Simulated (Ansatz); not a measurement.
AlBRu$_{3}$ (cubic perovskite), relaxed with PBE (Ansatz, a program for electronic structure, plane waves, PAW): a = b = c = 4.051 Å, α = β = γ = 90.00°.

| Quantity | Value |
|---|---|
| ΔH_f (eV/atom) | -0.10 |
| B₀ by P(V) fit (GPa) | 225 |

Task: The same phase is relaxed and computed with PBEsol in the same code. What are the cell and these values now?

Result: a = b = c = 4.0123 Å, α = β = γ = 90.00°.

- ΔH_f (eV/atom): -0.08
- B₀ by P(V) fit (GPa): 245

Typed or built starts, not in the databases checked: AlBRu3, cubic perovskite. Unstable at this level: AlBRu3, cubic perovskite with PBEsol. All cells were relaxed under the symmetry of their starts (and spin orders); stability against distortions was not tested throughout. Rows with no word on spin ran without spin polarisation. Spin–orbit coupling is left out wherever it is not named.

Potentials: the later of the program's two PAW sets.

Ansatz is a plane-wave DFT program.

Formation energies count from the lowest solids of the elements computed at the same level, not from gases.
